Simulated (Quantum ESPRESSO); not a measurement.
Inputs of pw.x and gipaw.x (a modified build of Quantum ESPRESSO, PBE) for LiCl; the starting potential comes from an earlier run on another mesh:

```
&CONTROL
  calculation = 'scf'
  prefix = 'x'
  pseudo_dir = './pseudo'
  outdir = './out'
  tprnfor = .true.
/
&SYSTEM
  ibrav = 0
  nat = 2
  ntyp = 2
  ecutwfc = 50
  ecutrho = 200
  occupations = 'fixed'
  nbnd = 5
/
&ELECTRONS
  conv_thr = 1e-11
  startingpot = 'file'
/
ATOMIC_SPECIES
Li 6.940 Li.GGA_PBE-JTH.UPF
Cl 35.450 Cl.GGA_PBE-JTH.UPF
CELL_PARAMETERS angstrom
    0.000000000000     2.564770000000     2.564770000000
    2.564770000000     0.000000000000     2.564770000000
    2.564770000000     2.564770000000     0.000000000000
ATOMIC_POSITIONS crystal
Li     0.000000000000     0.000000000000     0.000000000000
Cl     0.500000000000     0.500000000000     0.500000000000
K_POINTS automatic
5 5 5 1 1 1
```

```
&INPUTGIPAW
  job = 'nmr'
  prefix = 'x'
  tmp_dir = './out/'
  restart_mode = 'from_scratch'
  pawproj(1) = .true.
  pawproj(2) = .true.
  use_nmr_macroscopic_shape = .false.
/
```

The cell was made here from an entry of the Crystallography Open Database (unchecked): atoms relaxed with PBE in the measured cell (PBE without dispersion, pw.x of Quantum ESPRESSO, symmetry kept).  Stability against distortions was not tested.

Problem. Give the final section of the GIPAW output.

Solution. 
```
     f-sum rule (should be    -9.8532):
            -9.8534          0.0000          0.0000
             0.0000         -9.8534          0.0000
             0.0000          0.0000         -9.8534

     Total NMR chemical shifts in ppm: ---------------------------------------
     (adopting the Simpson convention for anisotropy and asymmetry)-----------

     Atom  1  Li  pos: (  0.000000  0.000000  0.000000)  Total sigma:          80.81
            80.8148          0.0000         -0.0000
            -0.0000         80.8148         -0.0000
            -0.0000         -0.0000         80.8148

     Li      1    anisotropy:      0.00    eta:    0.0000
     Li      1    sigma_11=     80.81
     Li      1    sigma_22=     80.81
     Li      1    sigma_33=     80.81

     Atom  2  Cl  pos: (  0.707107  0.707107  0.707107)  Total sigma:         912.90
           912.9001          0.0000         -0.0000
             0.0000        912.9001          0.0000
            -0.0000         -0.0000        912.9001

     Cl      2    anisotropy:      0.00    eta:    0.0000
     Cl      2    sigma_11=    912.90
     Cl      2    sigma_22=    912.90
     Cl      2    sigma_33=    912.90
```
The printed anisotropy is 3/2 (σ_33 − σ_iso) in the program's own order; the axes are left out here. All sites are cubic, so the anisotropy vanishes by symmetry. Shieldings are absolute and leave out the bulk-susceptibility term; a larger σ means a smaller chemical shift. By our sweeps, such settings leave a few ppm in absolute σ. No d partial waves on Cl: the paramagnetic term there is incompletely reconstructed.
